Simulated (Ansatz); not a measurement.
Relaxed candidate structures of AlNi:

A. Fd-3m, origin choice 1 (No. 227), cF16, AFLOW prototype AB_cF16_227_a_b (B32, as in NaTl); a = b = c = 5.7810 Å, α = β = γ = 90.00°; Al 8b (0.500, 0.500, 0.500); Ni 8a (0.000, 0.000, 0.000)

B. P-6m2 (No. 187), hP2; a = 2.725 Å, b = 2.725 Å, c = 3.784 Å, α = 90.00°, β = 90.00°, γ = 120.00°; Al 1a (0.000, 0.000, 0.000); Ni 1f (0.667, 0.333, 0.500)

C. R-3m, hexagonal axes (No. 166), hR2, AFLOW prototype AB_hR2_166_a_b (L1_1, as in CuPt); a = b = 2.699 Å, c = 11.592 Å, α = β = 90.00°, γ = 120.00°; Al 3a (0.000, 0.000, 0.000); Ni 3b (0.000, 0.000, 0.500)

D. Pm-3m (No. 221), cP2, CsCl type; a = b = c = 2.8622 Å, α = β = γ = 90.00°; Al 1b (0.500, 0.500, 0.500); Ni 1a (0.000, 0.000, 0.000)

Q: Put the candidates in order of energy per atom, lowest first, for PBEsol (plane waves to 420 eV, PAW, scalar-relativistic; Ansatz, a quantum-chemistry and plane-wave program).

A: D (reference, the lowest of the structures calculated here), B (+0.20 eV/atom), C (+0.26 eV/atom), A (+0.33 eV/atom)

Each run could gain symmetry but not lose that of its start, so entries can be saddle points. From databases, or of a type measured for this composition: Pm-3m, cP2, CsCl type; the others are generated cells (placed on structure types, drawn at random, substituted or restacked) that were not matched to a known phase here. Energies are at zero temperature and pressure, without zero-point motion. No spin polarisation in the result. A magnetic state may lie lower.
